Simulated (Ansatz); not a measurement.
YIr2 (cubic Laves (MgCu2 type), space group No. 227) under volume change, the program Ansatz at the r²SCAN level (PAW), scaled uniformly.

```
V (Å³/atom)  E − E(relaxed) (meV/atom)  P (GPa)
-----------  -------------------------  -------
16.248                           114.1    24.84
16.784                            47.7    15.14
17.320                            11.2     6.93
17.855                             0.0    -0.01
18.391                            10.1    -5.88
18.927                            38.3   -10.83
19.462                            81.7   -15.01
```

Task: What does a third-order Birch–Murnaghan fit give for V₀, B₀ and B′?

Result: V₀ = 17.85 Å³/atom, B₀ = 212 GPa, B′ = 4.6.

Space group Fd-3m (cubic Laves (MgCu2 type)). The workflow started from an entry of the Crystallography Open Database (COD). Its standing as an ambient phase is unchecked. Symmetry was held in the r²SCAN relaxation; its stability against distortions is not shown here. No spin polarisation was allowed. Scalar-relativistic: spin–orbit coupling is off unless named, which matters more the heavier the elements.

Potentials: the later of the program's two PAW sets.
